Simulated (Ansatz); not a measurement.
Input and command of a calculation in Ansatz (plane waves; scalar-relativistic PAW potentials unless the input names others):

```yaml
crystal:
  lattice:
    - [2.5280617893, 1.4595771546, 4.6402184583]
    - [-2.5280617893, 1.4595771546, 4.6402184583]
    - [0.0, -2.9191543091, 4.6402184583]
  atoms:
    - { symbol: Ti, position: [0.8454003008, 0.8454003008, 0.8454003008] }
    - { symbol: Ti, position: [0.6545996992, 0.6545996992, 0.6545996992] }
    - { symbol: Ti, position: [0.1545996992, 0.1545996992, 0.1545996992] }
    - { symbol: Ti, position: [0.3454003008, 0.3454003008, 0.3454003008] }
    - { symbol: O, position: [0.06178139, 0.43821861, 0.75] }
    - { symbol: O, position: [0.75, 0.06178139, 0.43821861] }
    - { symbol: O, position: [0.43821861, 0.75, 0.06178139] }
    - { symbol: O, position: [0.93821861, 0.56178139, 0.25] }
    - { symbol: O, position: [0.25, 0.93821861, 0.56178139] }
    - { symbol: O, position: [0.56178139, 0.25, 0.93821861] }
basis:
  ecutwfc: 420
kpoints:
  mp_grid: { grid: [12, 12, 12] }
hamiltonian:
  xc: pbesol
scf:
  occupations: { method: cold, width: 0.025 }
output:
  forces: true
  eigenvalues: true
  stress: true
relax:
  adjacent_minimum: "off"
  f_tol: 0.008
  max_steps: 50
  cell: { stress_tol: 0.08, p_target: -1.0 }
```

```bash
ansatz run input.yaml --threads 2 --pin off --max-ram 5120MiB --backend cpu --events-out ev --progress --plain --runs-dir out
```

Abridged log:
```
Basis set: ecut = 420 eV, 2025 PW (Γ), exchange–correlation on 80×80×80 points (8 copies of the dense FFT grid, shifted against one another)
Bands: 52, of which v1, the nominal top of the filled ones, is band 42 counted from 1 (41 counted from 0)
Symmetry: 12 space group operations
k-points: 189 of 1728
SCF iter   1: F=—  HF=-13275.423348 eV  |F-HF|=—  |Δ(HF+E_count)|=         —  Δρ=1.84e-2  dr2=2.58e-1  ethr=1.77e-3  ⟨swp⟩=5.7  Hψ=37014  notcnv=0  defer=8
SCF iter   2: F=—  HF=-13275.421856 eV  |F-HF|=—  |Δ(HF+E_count)|=   1.49e-3  S|Δr|=    0.00e0  Δρ=1.96e-2  dr2=2.66e-1  ethr=3.07e-4  ⟨swp⟩=3.0  Hψ=20598  notcnv=0  defer=459
SCF iter   3: F=—  HF=-13275.352096 eV  |F-HF|=—  |Δ(HF+E_count)|=   6.98e-2  S|Δr|=    0.00e0  Δρ=9.46e-4  dr2=6.48e-4  ethr=3.07e-4  ⟨swp⟩=2.1  Hψ=15729  notcnv=0  defer=459
SCF iter   4: F=—  HF=-13275.352149 eV  |F-HF|=—  |Δ(HF+E_count)|=   5.34e-5  S|Δr|=    0.00e0  Δρ=2.39e-4  dr2=5.10e-5  ethr=7.72e-7  ⟨swp⟩=2.0  Hψ=15256  notcnv=0  defer=453
SCF iter   5: F=—  HF=-13275.352145 eV  |F-HF|=—  |Δ(HF+E_count)|=   3.70e-6  S|Δr|=    0.00e0  Δρ=4.66e-5  dr2=1.17e-6  ethr=6.07e-8  ⟨swp⟩=2.0  Hψ=16297  notcnv=0  defer=453
SCF iter   6: F=—  HF=-13275.352146 eV  |F-HF|=—  |Δ(HF+E_count)|=   7.24e-7  S|Δr|=    0.00e0  Δρ=1.63e-5  dr2=2.30e-7  ethr=1.19e-10  ⟨swp⟩=11.1  Hψ=45125  notcnv=0
SCF iter   7: F=-13275.352146 eV  HF=-13275.352146 eV  |F-HF|=9.19e-10  |Δ(HF+E_count)|=   7.78e-8  S|Δr|=    0.00e0  Δρ=2.65e-6  dr2=4.67e-9  ethr=1.19e-10  ⟨swp⟩=5.0  Hψ=30713  notcnv=0
SCF 1 converged in 7 iterations: F = -13275.352146 eV  dr2 = 4.67e-9
relax step   1: F+E_penalty+E_count = -13275.35214605 eV  Δ(F+E_penalty+E_count) = +0.000e0 eV  max|allowed force component| = 3.519e-2 eV/Å  Δτ_max = 0.0000 Å  P = -2.322 GPa  Ω = 102.732 Å³  (7 SCF iters, dr2 threshold 1.00e-7 eV, accepted)
Crystal: 10 atoms, lattice volume = 102.333 Å³
Initial density: handed on by an earlier stage of this run
Initial wavefunctions: those handed on with the density
SCF iter   1: F=—  HF=-13275.358744 eV  |F-HF|=—  |Δ(HF+E_count)|=         —  Δρ=5.32e-4  dr2=2.68e-4  ethr=3.55e-7  ⟨swp⟩=2.0  Hψ=48163  notcnv=0
   ...
SCF iter   3: F=—  HF=-13275.360444 eV  |F-HF|=—  |Δ(HF+E_count)|=   1.13e-5  S|Δr|=    0.00e0  Δρ=1.46e-5  dr2=1.83e-7  ethr=1.25e-8  ⟨swp⟩=2.0  Hψ=17007  notcnv=0
SCF iter   4: F=—  HF=-13275.360444 eV  |F-HF|=—  |Δ(HF+E_count)|=   1.66e-7  S|Δr|=    0.00e0  Δρ=2.91e-6  dr2=3.15e-9  ethr=9.69e-12  ⟨swp⟩=3.0  Hψ=38343  notcnv=0
SCF iter   5: F=-13275.360444 eV  HF=-13275.360444 eV  |F-HF|=5.64e-11  |Δ(HF+E_count)|=   1.48e-9  S|Δr|=    0.00e0  Δρ=5.41e-7  dr2=1.23e-10  ethr=3.75e-12  ⟨swp⟩=2.0  Hψ=34873  notcnv=0
SCF 4 converged in 5 iterations: F = -13275.360444 eV  dr2 = 1.23e-10
relax step   4: F+E_penalty+E_count = -13275.36044449 eV  Δ(F+E_penalty+E_count) = +1.809e-4 eV  max|allowed force component| = 1.641e-3 eV/Å  Δτ_max = 0.0007 Å  P = -1.007 GPa  Ω = 102.193 Å³  energy of the carried Pulay correction = +2.440e-3 eV  (5 SCF iters, dr2 threshold 8.14e-9 eV, accepted)
Initial wavefunctions: pseudopotential atomic-orbital guess (no wavefunctions were taken with the density)
SCF iter   1: F=—  HF=-13275.358119 eV  |F-HF|=—  |Δ(HF+E_count)|=         —  Δρ=4.74e-5  dr2=3.52e-7  ethr=6.41e-9  ⟨swp⟩=4.6  Hψ=69786  notcnv=0
SCF iter   2: F=—  HF=-13275.358119 eV  |F-HF|=—  |Δ(HF+E_count)|=   1.46e-7  S|Δr|=    0.00e0  Δρ=2.54e-5  dr2=4.45e-7  ethr=4.20e-10  ⟨swp⟩=2.0  Hψ=14726  notcnv=0
SCF iter   3: F=—  HF=-13275.358118 eV  |F-HF|=—  |Δ(HF+E_count)|=   1.07e-7  S|Δr|=    0.00e0  Δρ=5.42e-6  dr2=1.50e-8  ethr=4.20e-10  ⟨swp⟩=2.0  Hψ=14387  notcnv=0
SCF iter   4: F=—  HF=-13275.358118 eV  |F-HF|=—  |Δ(HF+E_count)|=   2.38e-9  S|Δr|=    0.00e0  Δρ=7.08e-7  dr2=2.90e-10  ethr=1.79e-11  ⟨swp⟩=2.0  Hψ=14364  notcnv=0
SCF iter   5: F=-13275.358118 eV  HF=-13275.358118 eV  |F-HF|=3.64e-12  |Δ(HF+E_count)|=  2.18e-11  S|Δr|=    0.00e0  Δρ=7.91e-8  dr2=3.75e-12  ethr=1.00e-12  ⟨swp⟩=5.7  Hψ=34078  notcnv=0
SCF 5 converged in 5 iterations: F = -13275.358118 eV  dr2 = 3.75e-12
SCF converged after 5 iterations
Stability not checked: this state was not tested for a lower state beside it, because cold or Methfessel-Paxton smearing, or corrected tetrahedra, fill the levels in a way that the test cannot read (fill_not_monotonic; see scf.lower_state_search)
Free energy (F): -13275.358118 eV
Harris-Foulkes:  -13275.358118 eV  (|F-HF|=3.64e-12)
Internal energy: -13275.357713 eV  (E = F + TS)
E sigma→0 (E₀):  -13275.357983 eV
Entropy (-TS):   -0.000405 eV (-0.041 meV/atom)
Fermi energy:    13.714287 eV
--- Forces (eV/Å), atoms counted from 1 ---
  atom   1  Ti     0.00000000     0.00000000     0.00109868
  atom   2  Ti     0.00000000     0.00000000    -0.00109868
  atom   3  Ti     0.00000000     0.00000000    -0.00109868
  atom   4  Ti     0.00000000     0.00000000     0.00109868
  atom   5  O      0.00168802     0.00000000     0.00000000
  atom   6  O     -0.00084401     0.00146187     0.00000000
  atom   7  O     -0.00084401    -0.00146187     0.00000000
  atom   8  O     -0.00168802     0.00000000     0.00000000
  atom   9  O      0.00084401    -0.00146187     0.00000000
  atom  10  O      0.00084401     0.00146187     0.00000000
--- Stress (GPa, compression-positive) ---
       -1.056172       0.000000       0.000000
        0.000000      -1.056172       0.000000
        0.000000       0.000000      -1.032305
  P = ⅓ Tr σ = -1.0482 GPa (-10.482 kbar)
--- Relaxed structure (4 steps of the walk, 4 accepted, 1 SCFs on fresh bases) ---
  F+E_penalty+E_count = -13275.35811845 eV   max|allowed force component| = 1.688e-3 eV/Å   (the final SCF, on the basis selected at the relaxed cell)
  cell:  # Å, volume = 102.1933 Å³
    - [2.52449326, 1.45751686, 4.62895970]
    - [-2.52449326, 1.45751686, 4.62895970]
    - [0.0, -2.91503372, 4.62895970]
  atoms:
    - { symbol: Ti, position: [0.84534191, 0.84534191, 0.84534191] }
    - { symbol: Ti, position: [0.65465808, 0.65465808, 0.65465808] }
    - { symbol: Ti, position: [0.15465808, 0.15465808, 0.15465808] }
    - { symbol: Ti, position: [0.34534191, 0.34534191, 0.34534191] }
    - { symbol: O, position: [0.06145296, 0.43854703, 0.75] }
    - { symbol: O, position: [0.74999999, 0.06145296, 0.43854703] }
    - { symbol: O, position: [0.43854703, 0.75, 0.06145296] }
    - { symbol: O, position: [0.93854703, 0.56145296, 0.25000000] }
    - { symbol: O, position: [0.25, 0.93854703, 0.56145296] }
    - { symbol: O, position: [0.56145296, 0.25000000, 0.93854703] }
```

Apart from outputs and empty bands, the input differs from a reference run on usual settings in scf.occupations.method: "gaussian" → "cold"; scf.occupations.width: 0.1 → 0.025. The reference, at the same start, ended its own course with pressure -1.04 GPa, largest force 0.006 eV/Å, no gap on the mesh. This run converged in 25 SCF iterations over all its steps (reference: 19) with an energy at zero smearing 0.06 meV/atom above the reference's, pressure -1.05 GPa, largest force 0.002 eV/Å, no gap on the mesh.

The run took 2.6 min on 2 threads of Intel(R) Xeon(R) Platinum 8488C (Sapphire Rapids), on a shared host, peak memory 1 GiB.